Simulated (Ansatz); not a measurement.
Method: DFT PBE, scalar-relativistic, plane waves, PAW (Ansatz 0.2.0). All cells share a 420 eV cutoff and Γ-centred k meshes spaced at most about 0.3 Å⁻¹ (2π included). Collinear spin in cells that started with moments and kept them past the coarse steps, no spin elsewhere.

All energies are static (0 K, no zero-point motion).

Compare these two cells of WF3, each relaxed at this level.

1. (site moments W 1.5 μB)

```xyz
4
Lattice="2.9218 1.6869 2.4212 -2.9218 1.6869 2.4212 0.0000 -3.3738 2.4212" Properties=species:S:1:pos:R:3 pbc="T T T"
W     0.0000    0.0000    0.0000
F     0.0000   -1.6869    1.2106
F     1.4609    0.8434    1.2106
F    -1.4609    0.8434    1.2106
```

2. (site moments W 1.5 μB)

```xyz
4
Lattice="4.1522 0.0000 0.0000 0.0000 4.1522 0.0000 0.0000 0.0000 4.1522" Properties=species:S:1:pos:R:3 pbc="T T T"
W     0.0000    0.0000    0.0000
F     0.0000    2.0761    0.0000
F     0.0000    0.0000    2.0761
F     2.0761    0.0000    0.0000
```

Task: Which form is favoured at zero pressure, and by what margin per atom?

Result: They are level within the accuracy (under 1 meV/atom apart). Cell 1 has space group R-3m (No. 166), 17.9 Å³/atom and a gap of 0.21 eV on its mesh; cell 2 has the ReO3 type, space group Pm-3m (No. 221), 17.9 Å³/atom and a gap of 0.24 eV. In cell 1, W is surrounded by 6 F at 2.08 Å; F is surrounded by 2 W at 2.08 Å. In cell 2, around W lie 6 F at 2.08 Å; around F lie 2 W at 2.08 Å. Both come from invented guesses.

These runs have no spin–orbit coupling, which can matter for W. Kohn–Sham gaps at this level usually fall short of measured ones. The magnetic state reached may not be the lowest. Cells relaxed within their symmetry can be saddle points. Some types were kept out of the candidates beforehand, so the set may lack a known form.
